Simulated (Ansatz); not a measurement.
CaI₂:
```
CaI2
1.0
    4.48979     0.00000     0.00000
   -2.24490     3.88828     0.00000
    0.00000     0.00000     7.05712
Ca I
1 2
Direct
  0.00000   0.00000   0.00000
  0.33333   0.66667   0.25021
  0.66667   0.33333   0.74979
```

Relaxed with r²SCAN+D4. Independent-particle spectrum: no excitons, no local fields, no scissors shift; 0.1 eV broadening; ε₁ of the summed bands alone.

Problem. Tabulate the dielectric function from plane-wave PAW r²SCAN+D4 (Ansatz code).

Solution. 

| E (eV) | ε₁ xx | ε₂ xx | ε₁ zz | ε₂ zz |
|---|---|---|---|---|
| 0.0 | 3.83 | 0.00 | 3.72 | 0.00 |
| 0.5 | 3.84 | 0.00 | 3.74 | 0.00 |
| 1.0 | 3.89 | 0.00 | 3.78 | 0.00 |
| 1.5 | 3.96 | 0.00 | 3.85 | 0.00 |
| 2.0 | 4.08 | 0.00 | 3.95 | 0.00 |
| 2.5 | 4.25 | 0.00 | 4.11 | 0.00 |
| 3.0 | 4.49 | 0.00 | 4.32 | 0.00 |
| 3.5 | 4.86 | 0.00 | 4.64 | 0.00 |
| 4.0 | 5.46 | 0.00 | 5.16 | 0.00 |
| 4.5 | 6.74 | 0.00 | 6.23 | 0.00 |
| 5.0 | 11.09 | 4.55 | 7.28 | 2.05 |
| 5.5 | 4.13 | 4.36 | 6.94 | 4.96 |
| 6.0 | 5.49 | 4.25 | 5.34 | 4.85 |
| 6.5 | 4.73 | 6.11 | 3.79 | 6.79 |
| 7.0 | 3.27 | 7.12 | 4.47 | 5.81 |
| 7.5 | 1.01 | 5.53 | 0.66 | 5.90 |
| 8.0 | -0.29 | 6.09 | 0.49 | 4.67 |
| 8.5 | -1.46 | 3.35 | -0.12 | 3.42 |
| 9.0 | 0.56 | 2.69 | 0.58 | 3.75 |
| 9.5 | 0.23 | 4.03 | 0.09 | 3.49 |
| 10.0 | -0.23 | 2.81 | -0.09 | 2.70 |
| 10.5 | -0.60 | 2.74 | -0.89 | 3.03 |
| 11.0 | -0.52 | 2.71 | -0.60 | 2.80 |
| 11.5 | -0.85 | 2.01 | -0.66 | 2.02 |
| 12.0 | -0.98 | 1.37 | -0.99 | 1.49 |

Problem. From ε at 6.7 eV (xx: 3.90 + 6.52i), find n, k, the normal reflectivity and the absorption coefficient.

Solution. n = 2.40, k = 1.360, R = 28 %, α = 2kE/ħc = 920000 cm⁻¹.

With all bands, ε∞ without local fields is 3.89 (xx = yy), 3.79 (zz). DFPT, with local fields, gives 3.60 (xx = yy), 3.30 (zz).

Space group P-3m1 (CdI2 type). The first step of the workflow began from a Materials Project structure, measured or hypothetical; the Crystallography Open Database files this formula in space group No. 164, but the cells were not matched. Its standing as an ambient phase is unchecked. Symmetry was held in the r²SCAN+D4 relaxation; phonons on a q-mesh show no instability. Scalar-relativistic: spin–orbit coupling is off unless named, which matters more the heavier the elements.

Potentials: the later of the program's two PAW sets.
